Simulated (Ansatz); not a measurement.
CoIrPt:
```
CELL_PARAMETERS angstrom
      2.71249     0.00000     0.00000
     -1.35624     2.34908     0.00000
      0.00000     0.00000     6.55060
ATOMIC_POSITIONS crystal
  Co 0.00000 0.00000 0.99439
  Pt 0.33333 0.66667 0.32090
  Ir 0.66667 0.33333 0.68470
```
The run is spin-polarised; directions of the spins, atom by atom: ↑ 0 0.

Relaxed with PBE. Special points in fractions of this cell's reciprocal vectors: Γ (0.000, 0.000, 0.000); M (0.500, 0.000, 0.000); K (0.333, 0.333, 0.000); A (0.000, 0.000, 0.500); L (0.500, 0.000, 0.500); H (0.333, 0.333, 0.500).

Problem. List the band energies nearest the Fermi level at these points for plane-wave PAW PBE (Ansatz code).

Solution. In eV from the Fermi level; about four levels below and three above (degenerate sets whole), none deeper than 8.9 eV; … stands for higher levels left out; points with the same levels are listed once.

```
k                            below            above
---  -----------------------------  ---------------
Γ ↑        -1.14 -1.14 -0.14 -0.14          10.13 …
M ↑        -2.60 -1.26 -0.22 -0.01   0.24 1.43 1.75
K ↑        -1.45 -1.18 -0.96 -0.35   3.97 4.30 5.38
A ↑  -1.87 -1.87 -1.38 -1.38 -0.27   0.18 0.18 6.30
L ↑        -1.25 -0.70 -0.52 -0.37   0.20 1.42 2.12
H ↑        -1.96 -1.64 -0.97 -0.32   0.14 4.59 4.60
Γ ↓        -0.60 -0.60 -0.15 -0.15  0.53 0.53 10.31
M ↓        -2.62 -2.03 -1.77 -1.34   0.30 0.65 0.98
K ↓        -1.91 -0.51 -0.24 -0.01   0.48 0.51 4.28
A ↓  -1.12 -1.12 -0.27 -0.27 -0.24   0.93 0.93 6.68
L ↓        -1.77 -0.90 -0.87 -0.50   0.23 0.33 0.72
H ↓        -2.63 -2.05 -0.60 -0.34   0.44 0.66 0.89
```

Space group P3m1. The start of the workflow was typed in or built on a structure type; neither database checked (COD, Materials Project) lists it. Its standing as an ambient phase is unchecked. Symmetry was held in the PBE relaxation; its stability against distortions is not shown here. The final state is ferromagnetic, the only order run, not a proven ground state. Spin–orbit coupling is left out wherever it is not named.

Potentials: the later of the program's two PAW sets.
